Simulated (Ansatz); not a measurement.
Structure: AlGa2N3 as one 6-atom ordering (P3m1) on the zincblende lattice, at its r2SCAN minimum. The symmetry is P3m1 (No. 156, trigonal); a = 3.150 Å, c = 7.718 Å in the conventional setting, 11.06 Å³ an atom. Around Al lie 4 N at 1.88–1.91 Å; around Ga lie 4 N at 1.94–1.96 Å; around Ga lie 4 N at 1.94 Å; around N lie 3 Al at 1.91 Å and 1 Ga at 1.96 Å; around N lie 4 Ga at 1.94 Å; around N lie 1 Al at 1.88 Å and 3 Ga at 1.94 Å.

```yaml
crystal:
  lattice:
    - [3.15042, 0.00000, 0.00000]
    - [-1.57521, 2.72835, 0.00000]
    - [0.00000, 0.00000, 7.71842]
  atoms:
    - { symbol: Al, position: [0.00000, 0.00000, 0.99974] }
    - { symbol: Ga, position: [0.66667, 0.33333, 0.66918] }
    - { symbol: Ga, position: [0.33333, 0.66667, 0.33104] }
    - { symbol: N, position: [0.66667, 0.33333, 0.92310] }
    - { symbol: N, position: [0.33333, 0.66667, 0.58301] }
    - { symbol: N, position: [0.00000, 0.00000, 0.24392] }
```

The questions ask for values computed with the PAW code Ansatz on this geometry. All values are calculated for a non-magnetic cell, which may be hypothetical.

Q: Is there a gap with PBE, and of what kind?

A: With PBE the gap is 2.34 eV and direct, at Γ.

Q: What does PBE+SOC give for the gap (12×12×4 mesh)?

A: With PBE+SOC the gap is 2.34 eV and direct, at Γ. The gap differs by 0.00 eV from PBE's.

Q: What does r2SCAN give for the gap (12×12×4 mesh)?

A: r2SCAN gives a direct gap of 2.81 eV at Γ. The gap differs by +0.47 eV from PBE's.

Q: Estimate the gap with HSE06 on 6×6×2.

A: The HSE06 gap is direct at Γ: 3.62 eV. The gap differs by +1.28 eV from PBE's.

Q: Estimate the gap with PBE0 on 6×6×2.

A: The PBE0 gap is direct at Γ: 4.33 eV. The gap differs by +1.99 eV from PBE's.

Q: What are ε∞ and the Born charges with r2SCAN?

A: The clamped-ion dielectric constant comes out as 5.02 along x and y, 5.00 along z. Born charges, averaged over directions: Al +2.64, Ga +2.57 to +2.64, N -2.68 to -2.58 e.

Only the levels marked +SOC include spin-orbit coupling.

The meshes of the hybrids are coarse, so their gaps aren't converged to the digits shown.
